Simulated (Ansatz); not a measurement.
The elements of this relaxed trial crystal are hidden behind letters.

```
lattice vectors (Å)
   4.6737    0.0000    0.0000
   0.0000    4.6737    0.0000
   0.0000    0.0000   19.7422
fractional positions
X 0.5000 0.5000 0.0000
Z 0.0000 0.0000 0.8356
Z 0.0000 0.0000 0.1644
Z 0.5000 0.5000 0.3322
Z 0.0000 0.0000 0.5000
Z 0.5000 0.5000 0.6678
Q 0.5000 0.0000 0.0802
Q 0.0000 0.5000 0.2483
Q 0.5000 0.0000 0.4161
Q 0.0000 0.5000 0.5839
Q 0.5000 0.0000 0.7517
Q 0.0000 0.5000 0.9198
```

These are results of DFT PBE, scalar-relativistic, plane waves, PAW (Ansatz 0.2.0), not measurements. Settings of the last relaxation (12-atom cell): 420 eV, 6×6×2 k points, Gaussian smearing of 0.02 eV, no spin polarisation.

| Property | Result |
| --- | --- |
| Space group | P-4m2 (No. 115) |
| Conventional cell | a = 4.674 Å, c = 19.742 Å |
| Volume per atom | 35.94 Å³ |
| Density | 5.21 g/cm³ |
| Formation energy | −0.532 eV/atom |
| Gap on the 6×6×2 mesh of the 12-atom cell | 0.82 eV |

Energies are uncorrected and count from the elements' standard states at the same level.

Question: X is an s-block element of period 3, Z is a d-block element of period 5 and Q is a p-block element of period 5. Which elements are they?

Answer: X = Mg, Z = Cd, Q = Te, so the formula is MgCd5Te6. Density times volume gives a mean mass of 5.21 × 35.94/1.6605 = 112.8 u per atom, and this set has 112.7 u. Mg is surrounded by 4 Te at 2.82 Å; Cd on a site of symmetry 2mm is surrounded by 4 Te at 2.86–2.87 Å; around Te on its first site lie 2 Mg at 2.82 Å and 2 Cd at 2.87 Å; 4 more sites not described. Other sets within the hints have nearly the same mass, so mass alone doesn't settle it; this one was computed.

These runs have no spin–orbit coupling, which can matter for Te. Kohn–Sham gaps at this level usually fall short of measured ones. The missing spin–orbit coupling can work the other way here. Symmetry constrained the relaxation, so the result can be a saddle point.
